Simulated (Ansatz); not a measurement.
A distorted cell of BaTi(BO3)2 (space group R-3):

```
BaTi(BO3)2
1.0
    2.39920     1.38518     5.20271
   -2.39920     1.38518     5.20271
    0.00000    -2.77036     5.20271
Ba Ti B O
1 1 2 6
Cartesian
  0.00000   0.00000   0.00000
  0.00000   0.00000   7.80406
  0.00000   0.00000   3.71504
  0.00000   0.00000  11.89308
 -0.27786  -1.45566   8.96773
  0.27786   1.45566   6.64039
  1.39957   0.48720   8.96773
 -1.39957  -0.48720   6.64039
 -1.12171   0.96846   8.96773
  1.12171  -0.96846   6.64039
```

The numbers are results of PBEsol (plane waves to 420 eV, PAW, scalar-relativistic; Ansatz, a program for electronic structure), not measurements. k mesh 8×8×8 (Γ-centred), Fermi-Dirac smearing 0.05 eV. Energies are smeared free energies. Compression counts positive. BaTi(BO3)2 is run without spin polarisation. BaTi(BO3)2 was relaxed with its symmetry unable to fall.

Problem. Give the stress tensor in GPa and the pressure.

Solution. 
```
   27.3      0.0      0.0
    0.0     27.3      0.0
    0.0      0.0     15.0
```
The pressure, a third of the trace, is 23.2 GPa.

Problem. It is the relaxed cell scaled evenly to V/V₀ = 0.872, atoms relaxed where free. What is its energy relative to the relaxed cell?

Solution. 96.9 meV/atom.

(A scan under strain: stresses follow from slopes of the energy per volume, elastic moduli from its curvatures.)
